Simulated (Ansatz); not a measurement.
Values for one crystal, relaxed and computed with DFT-PBEsol in the program Ansatz with PAW potentials; other levels are named.

```yaml
volume_per_atom: 9.06 Å³
electronic_character: metallic (no gap)
zone_centre_stability: no imaginary mode at Γ
Poisson's ratio: 0.22
hill_bulk_and_shear_moduli: 337 and 236 GPa
debye_temperature_from_the_elastic_constants: 684 K
Elastic constants (relaxed ions, GPa): C11 = 614, C12 = 153, C13 = 199, C33 = 716, C44 = 242
```

Which of these materials gives this?
(A) La2WN4, I4/mmm (La on 4e, W on 2a, N on 4e, N on 4c)
(B) B2W, P6_3/mmc (B on 4f, B on 2b, B on 2d, W on 4f)
(C) BAs, rock salt
(D) Hf2S, P6_3/mmc (Hf on 4f, S on 2b)

B, B2W, P6_3/mmc (B on 4f, B on 2b, B on 2d, W on 4f)

The first step of the workflow began from a Materials Project structure, measured or hypothetical; the Crystallography Open Database files this formula in space group No. 194, but the cells were not matched. Whether it is the stable phase at ambient conditions was not checked. Symmetry was held in the PBEsol relaxation. The run is not spin-polarised. As this level gives no gap, shear constants depend on the k-mesh and smearing (Fermi–Dirac, 0.1 eV here). Spin–orbit coupling is left out wherever it is not named.

Potentials: the later of the program's two PAW sets.
